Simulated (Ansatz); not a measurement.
Relaxed-ion elastic tensor of LiC6 in space group P6/mmm (No. 191; Li on 1a, C on 6k) in GPa (Voigt order), the program Ansatz at the r²SCAN level (PAW); density 2.22 g/cm³, 8.43 Å³ per atom.

```
 967   145   0.3   0.0   0.0   0.0
 145   967   0.3   0.0   0.0   0.0
 0.3   0.3  74.8   0.0   0.0   0.0
 0.0   0.0   0.0  18.8   0.0   0.0
 0.0   0.0   0.0   0.0  18.8   0.0
 0.0   0.0   0.0   0.0   0.0   411
```

Is the crystal mechanically stable?

Yes: the smallest eigenvalue of C is 18.8 GPa.

Work out the Voigt and Reuss bounds. Is their mean of use?

K_V = 256, K_R = 66.0; G_V = 214, G_R = 38.6 GPa. The bounds lie so far apart that a Hill average or a Debye temperature from it would say little.

The workflow started from a Materials Project entry (that database holds measured and hypothetical structures alike); the Crystallography Open Database copy checked does not list it. Its standing as an ambient phase is unchecked. The cell was relaxed with r²SCAN under the symmetry of its start; of distortions, only those at the zone centre were tested. As this level gives no gap, shear constants depend on the k-mesh and smearing (Fermi–Dirac, 0.1 eV here).

Potentials: the later of the program's two PAW sets.
